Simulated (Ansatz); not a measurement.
MoPd:
```
MoPd
1.0
    2.69607     0.00000     0.00000
    0.00000     2.69607     0.00000
    0.00000     0.00000     4.12711
Pd Mo
1 1
Direct
  0.00000   0.00000   0.00000
  0.50000   0.50000   0.50000
```

Relaxed with r²SCAN. Special points in fractions of this cell's reciprocal vectors: Γ (0.000, 0.000, 0.000); X (0.000, 0.500, 0.000); M (0.500, 0.500, 0.000); Z (0.000, 0.000, 0.500); R (0.000, 0.500, 0.500); A (0.500, 0.500, 0.500).

Task: List the band energies nearest the Fermi level at these points for the program Ansatz at the r²SCAN with spin–orbit coupling level (PAW).

Result: In eV from the Fermi level; about four levels below and three above (degenerate sets whole), none deeper than 8.9 eV; points with the same levels are listed once.

```
k                    below                above
-  -----------------------  -------------------
Γ  -1.59 -1.59 -1.17 -1.17  2.06 2.06 2.45 2.45
X  -2.41 -2.41 -2.33 -2.33  0.43 0.43 1.87 1.87
M  -0.43 -0.43 -0.33 -0.33  1.35 1.35 1.37 1.37
Z  -1.53 -1.53 -1.06 -1.06  1.15 1.15 1.27 1.27
R  -2.44 -2.44 -0.01 -0.01  0.45 0.45 0.87 0.87
A  -2.73 -2.73 -0.41 -0.41  1.10 1.10 5.06 5.06
```

Space group P4/mmm (L1₀ or tetragonal B2). The start of the workflow was typed in or built on a structure type; neither database checked (COD, Materials Project) lists it. Its standing as an ambient phase is unchecked. The cell was relaxed with r²SCAN under the symmetry of its start; its stability against distortions is not shown here. No spin polarisation was allowed.

Potentials: the earlier of the program's two PAW sets.
